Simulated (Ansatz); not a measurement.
Data:

MoIr (rock salt, Fm-3m), a = b = c = 5.1184 Å, α = β = γ = 90.00°; the cell used has 2 atoms.

This is the PBEsol-relaxed structure.

All from PBEsol (plane waves, PAW; program Ansatz), unless another level is named. Give the highest zone-centre frequency.

61 cm^-1.

Give the bulk modulus (Birch–Murnaghan fit).

246 GPa.

Predict the elastic constants (relaxed ions, GPa).

C11 = 253, C12 = 244, C44 = -4.6.

The start of the workflow was typed in or built on a structure type; neither database checked (COD, Materials Project) lists it. COD files the formula under space group No. 51. Whether it is the stable phase at ambient conditions was not checked. The PBEsol relaxation kept the symmetry of its start. At this level the phase is mechanically unstable. The run is not spin-polarised. Its formation energy is positive at this level, so the cell may be metastable or incomplete. As this level gives no gap, shear constants depend on the k-mesh and smearing (Fermi–Dirac, 0.1 eV here). As this level gives no gap, phonon frequencies hold no LO–TO term and depend on the k-mesh and smearing (Fermi–Dirac, 0.1 eV here). Scalar-relativistic: spin–orbit coupling is off unless named, which matters more the heavier the elements.

Potentials: the later of the program's two PAW sets.
